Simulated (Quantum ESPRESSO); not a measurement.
# InGa2AlP4: finding a planted mistake in a log

A calculation, not a measurement. The program is pw.x of Quantum ESPRESSO 7.5 (plane-wave density functional theory). The cell is made up: 8 atoms on a zincblende/diamond lattice, with randomly drawn elements, strain and displacements, not relaxed. PseudoDojo standard norm-conserving files (v0.5 for PBE, v0.4.1 for LDA and PBEsol) set the functional; there is no spin polarisation, spin-orbit coupling or dispersion term, and the masses in the input are unused placeholders.

Intended input:

```
&control calculation='scf', pseudo_dir='./dojo.nc.sr.pbe.v0_5.standard.upf', outdir='./o', disk_io='medium', tprnfor=.true., tstress=.true. /
&system ibrav=0, nat=8, ntyp=4, nbnd=37, ecutwfc=79.96652505, nosym=.true., tot_charge=0,
 occupations='smearing', smearing='fd', degauss=0.0018374661
/
&electrons conv_thr=7.350e-09, electron_maxstep=60, /
ATOMIC_SPECIES
Al 1.0 Al.upf
Ga 1.0 Ga.upf
In 1.0 In.upf
P 1.0 P.upf
CELL_PARAMETERS angstrom
5.5038 0.0047 0.0109
0.0047 5.5538 0.0212
0.0109 0.0212 5.4401
ATOMIC_POSITIONS angstrom
In -0.008 0.0106 0.0013
Ga 0.0139 2.7626 2.7026
Ga 2.7647 0.0129 2.684
Al 2.7647 2.7769 0.0427
P 1.3822 1.3615 1.3912
P 1.3701 4.1793 4.094
P 4.1271 1.3823 4.0817
P 4.1582 4.1862 1.3883
K_POINTS automatic
4 4 4 1 1 1
```

The log is shortened where brackets say so; the opening notice, blank lines, dates and the lines on written files are dropped, and the path of the files is cut. It prints rydbergs, bohrs and kilobars, and counts compression as positive stress.

Log of the intended run:

```
     Program PWSCF v.7.5
     Parallel version (MPI & OpenMP), running on       1 processor cores
     Number of MPI processes:                 1
     Threads/MPI process:                     1
     [start-up lines left out]
     bravais-lattice index     =            0
     lattice parameter (alat)  =      10.4007  a.u.
     unit-cell volume          =    1122.1421 (a.u.)^3
     number of atoms/cell      =            8
     number of atomic types    =            4
     number of electrons       =        62.00
     number of Kohn-Sham states=           37
     kinetic-energy cutoff     =      79.9665  Ry
     charge density cutoff     =     319.8661  Ry
     scf convergence threshold =      7.3E-09
     mixing beta               =       0.7000
     number of iterations used =            8  plain     mixing
     Exchange-correlation= PBE
                           (   1   4   3   4   0   0   0)
     [axes and pseudopotential details left out]
   Cartesian axes
     site n.     atom                  positions (alat units)
         1        In     tau(   1) = (  -0.0014535   0.0019259   0.0002362  )
         2        Ga     tau(   2) = (   0.0025255   0.5019429   0.4910414  )
         3        Ga     tau(   3) = (   0.5023245   0.0023438   0.4876619  )
         4        Al     tau(   4) = (   0.5023245   0.5045411   0.0077583  )
         5        P      tau(   5) = (   0.2511350   0.2473740   0.2527702  )
         6        P      tau(   6) = (   0.2489365   0.7593463   0.7438480  )
         7        P      tau(   7) = (   0.7498620   0.2511532   0.7416132  )
         8        P      tau(   8) = (   0.7555126   0.7606000   0.2522433  )
     number of k points=    32  Fermi-Dirac smearing, width (Ry)=  0.0018
                       cart. coord. in units 2pi/alat
        k(    1) = (   0.1246460   0.1232895   0.1257338), wk =   0.0625000
        k(    2) = (   0.1241459   0.1223244   0.3786664), wk =   0.0625000
     [further k points left out]
     Dense  grid:   108405 G-vectors     FFT dimensions: (  60,  60,  60)
     Estimated max dynamical RAM per process >     143.93 MB
     Initial potential from superposition of free atoms
     starting charge      61.9877, renormalised to      62.0000
     Starting wfcs are   47 randomized atomic wfcs
     total cpu time spent up to now is       14.0 secs
     per-process dynamical memory:    91.9 Mb
     Self-consistent Calculation
     iteration #  1     ecut=    79.97 Ry     beta= 0.70
     Davidson diagonalization with overlap
     ethr =  1.00E-02,  avg # of iterations =  4.2
     Threshold (ethr) on eigenvalues was too large:
     Diagonalizing with lowered threshold
     Davidson diagonalization with overlap
     ethr =  5.60E-04,  avg # of iterations =  2.0
     total cpu time spent up to now is       75.5 secs
     total energy              =    -498.92450721 Ry
     estimated scf accuracy    <       0.35573741 Ry
     iteration #  2     ecut=    79.97 Ry     beta= 0.70
     Davidson diagonalization with overlap
     ethr =  5.74E-04,  avg # of iterations =  2.2
     total cpu time spent up to now is      102.0 secs
     total energy              =    -499.01041322 Ry
     estimated scf accuracy    <       0.06630160 Ry
     [iterations 3 to 8 left out]
     iteration #  9     ecut=    79.97 Ry     beta= 0.70
     Davidson diagonalization with overlap
     ethr =  1.08E-10,  avg # of iterations =  2.7
     total cpu time spent up to now is      330.9 secs
     total energy              =    -499.02294920 Ry
     estimated scf accuracy    <       0.00000002 Ry
     iteration # 10     ecut=    79.97 Ry     beta= 0.70
     Davidson diagonalization with overlap
     ethr =  3.33E-11,  avg # of iterations =  2.3
     total cpu time spent up to now is      354.2 secs
     End of self-consistent calculation
     [lines on levels left out]
!    total energy              =    -499.02294921 Ry
     estimated scf accuracy    <          2.4E-10 Ry
     smearing contrib. (-TS)   =      -0.00000000 Ry
     internal energy E=F+TS    =    -499.02294921 Ry
     The total energy is F=E-TS. E is the sum of the following terms:
     one-electron contribution =    -226.48032509 Ry
     hartree contribution      =     156.92636390 Ry
     xc contribution           =    -142.71478210 Ry
     ewald contribution        =    -286.75420592 Ry
     convergence has been achieved in  10 iterations
     Forces acting on atoms (cartesian axes, Ry/au):
     atom    1 type  3   force =     0.01420918    0.00099050   -0.00952607
     atom    2 type  2   force =    -0.00059757    0.00542962    0.01692446
     atom    3 type  2   force =    -0.00020826   -0.01194532    0.02293422
     atom    4 type  1   force =    -0.00342180    0.00182023   -0.01064116
     atom    5 type  4   force =     0.03962068    0.05227239    0.01896205
     atom    6 type  4   force =     0.04880920   -0.04622028   -0.03641281
     atom    7 type  4   force =    -0.04689363    0.05437326   -0.03806181
     atom    8 type  4   force =    -0.05151779   -0.05672040    0.03582110
     Total force =     0.160224     Total SCF correction =     0.000035
     Computing stress (Cartesian axis) and pressure
          total   stress  (Ry/bohr**3)                   (kbar)     P=       65.96
   0.00044652  -0.00003464  -0.00000205           65.68       -5.10       -0.30
  -0.00003464   0.00040257  -0.00005432           -5.10       59.22       -7.99
  -0.00000205  -0.00005432   0.00049608           -0.30       -7.99       72.98
     init_run     :     13.00s CPU     13.79s WALL (       1 calls)
     electrons    :    327.60s CPU    340.23s WALL (       1 calls)
     forces       :      3.82s CPU      3.88s WALL (       1 calls)
     stress       :     20.33s CPU     20.44s WALL (       1 calls)
     [timing details left out]
     PWSCF        :   6m 5.07s CPU   6m18.89s WALL
     JOB DONE.
```

A second run was made from an input with one planted mistake. Its log:

```
     Program PWSCF v.7.5
     Parallel version (MPI & OpenMP), running on       1 processor cores
     Number of MPI processes:                 1
     Threads/MPI process:                     1
     [start-up lines left out]
     bravais-lattice index     =            0
     lattice parameter (alat)  =      10.4007  a.u.
     unit-cell volume          =    1122.1421 (a.u.)^3
     number of atoms/cell      =            8
     number of atomic types    =            4
     number of electrons       =        62.00
     number of Kohn-Sham states=           55
     kinetic-energy cutoff     =      79.9665  Ry
     charge density cutoff     =     319.8661  Ry
     scf convergence threshold =      7.3E-09
     mixing beta               =       0.7000
     number of iterations used =            8  plain     mixing
     Exchange-correlation= PBE
                           (   1   4   3   4   0   0   0)
     [axes and pseudopotential details left out]
   Cartesian axes
     site n.     atom                  positions (alat units)
         1        In     tau(   1) = (  -0.0014535   0.0019259   0.0002362  )
         2        Ga     tau(   2) = (   0.0025255   0.5019429   0.4910414  )
         3        Ga     tau(   3) = (   0.5023245   0.0023438   0.4876619  )
         4        Al     tau(   4) = (   0.5023245   0.5045411   0.0077583  )
         5        P      tau(   5) = (   0.2511350   0.2473740   0.2527702  )
         6        P      tau(   6) = (   0.2489365   0.7593463   0.7438480  )
         7        P      tau(   7) = (   0.7498620   0.2511532   0.7416132  )
         8        P      tau(   8) = (   0.7555126   0.7606000   0.2522433  )
     number of k points=    32  Fermi-Dirac smearing, width (Ry)=  0.0375
                       cart. coord. in units 2pi/alat
        k(    1) = (   0.1246460   0.1232895   0.1257338), wk =   0.0625000
        k(    2) = (   0.1241459   0.1223244   0.3786664), wk =   0.0625000
     [further k points left out]
     Dense  grid:   108405 G-vectors     FFT dimensions: (  60,  60,  60)
     Estimated max dynamical RAM per process >     162.89 MB
     Initial potential from superposition of free atoms
     starting charge      61.9877, renormalised to      62.0000
     Starting wfcs are   47 randomized atomic wfcs +    8 random wfcs
     total cpu time spent up to now is       11.5 secs
     per-process dynamical memory:    95.8 Mb
     Self-consistent Calculation
     iteration #  1     ecut=    79.97 Ry     beta= 0.70
     Davidson diagonalization with overlap
     ethr =  1.00E-02,  avg # of iterations =  6.7
     Threshold (ethr) on eigenvalues was too large:
     Diagonalizing with lowered threshold
     Davidson diagonalization with overlap
     ethr =  5.54E-04,  avg # of iterations =  3.9
     total cpu time spent up to now is       94.3 secs
     total energy              =    -498.94824722 Ry
     estimated scf accuracy    <       0.34155463 Ry
     iteration #  2     ecut=    79.97 Ry     beta= 0.70
     Davidson diagonalization with overlap
     ethr =  5.51E-04,  avg # of iterations =  2.8
     total cpu time spent up to now is      129.4 secs
     total energy              =    -499.02238791 Ry
     estimated scf accuracy    <       0.07801986 Ry
     [iterations 3 to 7 left out]
     iteration #  8     ecut=    79.97 Ry     beta= 0.70
     Davidson diagonalization with overlap
     ethr =  9.36E-10,  avg # of iterations =  2.0
     total cpu time spent up to now is      357.4 secs
     total energy              =    -499.04016037 Ry
     estimated scf accuracy    <       0.00000005 Ry
     iteration #  9     ecut=    79.97 Ry     beta= 0.70
     Davidson diagonalization with overlap
     ethr =  7.74E-11,  avg # of iterations =  2.1
     total cpu time spent up to now is      395.3 secs
     End of self-consistent calculation
     [lines on levels left out]
!    total energy              =    -499.04016038 Ry
     estimated scf accuracy    <          5.0E-09 Ry
     smearing contrib. (-TS)   =      -0.07074503 Ry
     internal energy E=F+TS    =    -498.96941535 Ry
     The total energy is F=E-TS. E is the sum of the following terms:
     one-electron contribution =    -226.39419689 Ry
     hartree contribution      =     156.87079248 Ry
     xc contribution           =    -142.69180502 Ry
     ewald contribution        =    -286.75420592 Ry
     convergence has been achieved in   9 iterations
     Forces acting on atoms (cartesian axes, Ry/au):
     atom    1 type  3   force =     0.01402595    0.00177998   -0.00846126
     atom    2 type  2   force =    -0.00061758    0.00499525    0.01503166
     atom    3 type  2   force =     0.00043117   -0.01106528    0.02093332
     atom    4 type  1   force =    -0.00271368    0.00152335   -0.00923062
     atom    5 type  4   force =     0.03935028    0.05159587    0.01908158
     atom    6 type  4   force =     0.04829164   -0.04610873   -0.03568223
     atom    7 type  4   force =    -0.04720165    0.05378088   -0.03731917
     atom    8 type  4   force =    -0.05156612   -0.05650132    0.03564671
     Total force =     0.158492     Total SCF correction =     0.000343
     Computing stress (Cartesian axis) and pressure
          total   stress  (Ry/bohr**3)                   (kbar)     P=       69.24
   0.00046966  -0.00003696   0.00000034           69.09       -5.44        0.05
  -0.00003696   0.00043354  -0.00005054           -5.44       63.78       -7.43
   0.00000034  -0.00005054   0.00050886            0.05       -7.43       74.86
     init_run     :     10.61s CPU     11.33s WALL (       1 calls)
     electrons    :    367.95s CPU    383.87s WALL (       1 calls)
     forces       :      5.37s CPU      5.45s WALL (       1 calls)
     stress       :     24.91s CPU     25.03s WALL (       1 calls)
     [timing details left out]
     PWSCF        :   6m49.20s CPU   7m 6.34s WALL
     JOB DONE.
```

Question: what was wrong in the second input?

Answer: the smearing is too wide. The input lines that differ, file-writing options aside:

```
- &system ibrav=0, nat=8, ntyp=4, nbnd=37, ecutwfc=79.96652505, nosym=.true., tot_charge=0,
+ &system ibrav=0, nat=8, ntyp=4, nbnd=55, ecutwfc=79.96652505, nosym=.true., tot_charge=0,
-  occupations='smearing', smearing='fd', degauss=0.0018374661
+  occupations='smearing', smearing='fd', degauss=0.0374843086
```

|  | intended run | run with the mistake |
| --- | --- | --- |
| free energy (eV) | -6789.553 | -6789.787 |
| smearing term -TS (eV) | 0.0000 | -0.9625 |
| pressure (GPa) | 6.60 | 6.92 |
| largest force component (eV/Å) | 1.458 | 1.453 |
| largest change of a force component (eV/Å) |  | 0.051 |
| iterations | 10 | 9 |

For scale, a rerun of the intended cell at 1377 eV and a 6 x 6 x 6 mesh moved values by no more than 0.008 eV in energy, 0.02 GPa in stress and 0.002 eV/Å in force. The number of bands, nbnd, was set by rule from the electron count and the smearing, so it follows the mistake.